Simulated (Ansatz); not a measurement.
The cell below belongs to a search over invented structures; it isn't taken from experiment.

Input and command of a plane-wave DFT calculation in Ansatz:

```yaml
crystal:
  lattice:
    - [2.140049544, 1.2355581803, 13.709120227]
    - [-2.140049544, 1.2355581803, 13.709120227]
    - [0.0, -2.4711163606, 13.709120227]
  atoms:
    - { symbol: Sc, position: [0.4094182945, 0.4094182945, 0.4094182945] }
    - { symbol: Sc, position: [0.5905817055, 0.5905817055, 0.5905817055] }
    - { symbol: Ag, position: [0.1857081662, 0.1857081662, 0.1857081662] }
    - { symbol: Ag, position: [0.8142918338, 0.8142918338, 0.8142918338] }
    - { symbol: Sb, position: [0.8860677972, 0.8860677972, 0.8860677972] }
    - { symbol: Sb, position: [0.1139322028, 0.1139322028, 0.1139322028] }
    - { symbol: Cl, position: [0.2907379516, 0.2907379516, 0.2907379516] }
    - { symbol: Cl, position: [0.7092620484, 0.7092620484, 0.7092620484] }
basis:
  ecutwfc: 420
kpoints:
  mp_grid: { grid: [6, 6, 6] }
hamiltonian:
  xc: pbe
scf:
  occupations: { method: gaussian, width: 0.02 }
output:
  forces: true
  stress: true
  eigenvalues: true
relax:
  adjacent_minimum: "off"
  f_tol: 0.01
  max_steps: 30
  cell: { stress_tol: 0.1, fix: [volume] }
```

```bash
ansatz run input.yaml --threads 1 --pin off --max-ram 2560MiB --backend cpu --events-out ev --progress --plain --runs-dir out
```

Processor: Intel(R) Xeon(R) Processor @ 2.70GHz, 1 thread, on a host shared with other jobs.

Problem. Estimate time, memory and problem size.

Solution. About 3.2 min, peak memory 0.73 GiB. It solves 63 bands at 32 k points (after reduction by symmetry) with about 4247 plane waves, in 56 SCF iterations over 7 ionic steps.
